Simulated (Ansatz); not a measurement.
Data:

TePt:
```cif
data_Pt2Te2
_chemical_formula_sum 'Te2 Pt2'
_space_group_name_H-M_alt 'P 1'
_space_group_IT_number 1
_cell_length_a 5.61984
_cell_length_b 5.61984
_cell_length_c 3.89108
_cell_angle_alpha 90.000
_cell_angle_beta 90.000
_cell_angle_gamma 138.987
loop_
_space_group_symop_operation_xyz
  'x, y, z'
loop_
_atom_site_label
_atom_site_type_symbol
_atom_site_fract_x
_atom_site_fract_y
_atom_site_fract_z
_atom_site_occupancy
Te1 Te 0.64360 0.35640 0.25000 1
Pt1 Pt 0.89849 0.10151 0.25000 1
Te2 Te 0.35640 0.64360 0.75000 1
Pt2 Pt 0.10151 0.89849 0.75000 1
```

This is the PBEsol-relaxed structure.

Question: All from PBEsol (plane waves, PAW; program Ansatz), unless another level is named. Estimate the electronic character.

Answer: metallic (no gap).

Question: Give the density of states at the Fermi level.

Answer: 0.53 states/eV per atom (mean over ±0.08 eV).

Question: Predict the formation energy from the elements (no fitted shifts).

Answer: -0.15 eV/atom.

Space group Cmcm. The start of the workflow was typed in or built on a structure type; neither database checked (COD, Materials Project) lists it. COD files the formula under space group No. 166, 194. Its standing as an ambient phase is unchecked. The PBEsol relaxation kept the symmetry of its start; its stability against distortions is not shown here. The run is not spin-polarised. The references are the lowest solids computed at this level, not always the standard phases. Spin–orbit coupling is left out wherever it is not named.

Potentials: the later of the program's two PAW sets.
